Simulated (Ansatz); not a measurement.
This is a band-structure calculation with Ansatz on LaGa3N4, ordered on the wurtzite lattice (P3m1) with 8 atoms a cell; the level of theory is PBE. The cell was relaxed beforehand with r2SCAN.

```yaml
crystal:
  lattice:
    - [3.3330623007, 0.0, 0.0]
    - [-1.6665311504, 2.8865166248, 0.0]
    - [0.0, 0.0, 11.2289916907]
  atoms:
    - { symbol: Ga, position: [0.3333333333, 0.6666666667, 0.0262458715] }
    - { symbol: Ga, position: [0.3333333333, 0.6666666667, 0.4757321576] }
    - { symbol: Ga, position: [0.6666666667, 0.3333333333, 0.2507614379] }
    - { symbol: La, position: [0.6666666667, 0.3333333333, 0.7500925218] }
    - { symbol: "N", position: [0.3333333333, 0.6666666667, 0.20093269] }
    - { symbol: "N", position: [0.3333333333, 0.6666666667, 0.6478018789] }
    - { symbol: "N", position: [0.6666666667, 0.3333333333, 0.4258709874] }
    - { symbol: "N", position: [0.6666666667, 0.3333333333, 0.9725624548] }
kpoints:
  mp_grid: { grid: [12, 12, 2] }
  band_path:
    path:
      - [[0.0, 0.0, 0.0], [0.5, 3.792396195949e-17, -1.348243193715e-18], [0.3333333333333, 0.3333333333333, -2.69648638743e-18], [0.0, 0.0, 0.0], [-3.36928123687e-51, -2.277597608911e-35, 0.5], [0.5, 3.78346936141e-17, 0.5], [0.3333333333333, 0.3333333333333, 0.5], [-3.36928123687e-51, -2.277597608911e-35, 0.5]]
      - [[0.5, 3.78346936141e-17, 0.5], [0.5, 3.792396195949e-17, -1.348243193715e-18]]
      - [[0.3333333333333, 0.3333333333333, 0.5], [0.3333333333333, 0.3333333333333, -2.69648638743e-18]]
    npoints: 10
hamiltonian:
  xc: pbe
scf:
  occupations: { method: fermi_dirac, width: 0.02 }
  n_extra_bands: 6
output:
  forces: true
  stress: true
  eigenvalues: true
  write_density: true
  write_potential: true
  elf: true
  volumetric_format: npy
```

In the abridged output below, numbers in square brackets stand for lines, or ends of lines, that were taken out.
```
Functional definition: PBE
Crystal: 8 atoms, lattice volume = 108.033 Å³
[1]
Bands: 41, of which v1, the nominal top of the filled ones, is band 35 counted from 1 (34 counted from 0)
Symmetry: 6 space group operations
Space group: P3m1 (ITA 156)
[2]
SCF converged after 9 iterations
Free energy (F): -19138.612221 eV
Fermi energy:    10.683951 eV
--- Per-component energies (eV) ---
  E_band       = -18.401867
  E_kinetic    = 1067.175289
  E_local      = -7339.100080
  E_nonlocal   = 1565.770722
  E_hartree    = 3356.395473
  E_xc         = -586.964784
  E_vxc        = -627.904760
  E_paw        = -11906.211954
  E_vpaw       = -1397.131263
  E_ewald      = -5295.676980
--- Forces (eV/Å), atoms counted from 1 ---
  atom   1  Ga      0.00000      0.00000    -0.13356
  atom   2  Ga      0.00000      0.00000    -0.05657
  atom   3  Ga      0.00000      0.00000    -0.07427
  atom   4  La      0.00000      0.00000      0.14710
  atom   5  N       0.00000      0.00000      0.07770
  atom   6  N       0.00000      0.00000      0.16984
  atom   7  N       0.00000      0.00000      0.06667
  atom   8  N       0.00000      0.00000    -0.19694
--- Stress (GPa, compression-positive) ---
[3]
```

Task: Fill in the blanks. They hold the stress, the count of irreducible k points, cutoff and plane waves at Γ.

Result:
```
[1]
Basis set: ecut = 420 eV, 2149 PW (Γ)
[2]
k-points: 38 of 288 (time reversal used)
[3]
        4.104053       0.000000       0.000000
        0.000000       4.104053       0.000000
        0.000000       0.000000       4.113060
  P = ⅓ Tr σ = 4.1071 GPa (41.071 kbar)
```

PBE gives an indirect gap of 0.82 eV, from K to Γ; the least direct gap is 1.31 eV at Γ. The gap is the least over the mesh and the extra points. The mean pressure at these positions is +4.11 GPa, compression counted positive. The largest force is 0.20 eV/Å.

Run as `ansatz run input.yaml --threads 4 --pin off --max-ram 6451MiB --backend cpu --events-out ev --progress --plain --runs-dir out`. It took 9.7 s on 4 threads of Arm Neoverse V2, with other jobs on the host; peak host memory 0.61 GiB.

The cell comes from a prototype generator: it can be a known phase or a hypothetical one. Spin polarisation is off.

The runs are scalar-relativistic, without spin-orbit coupling.
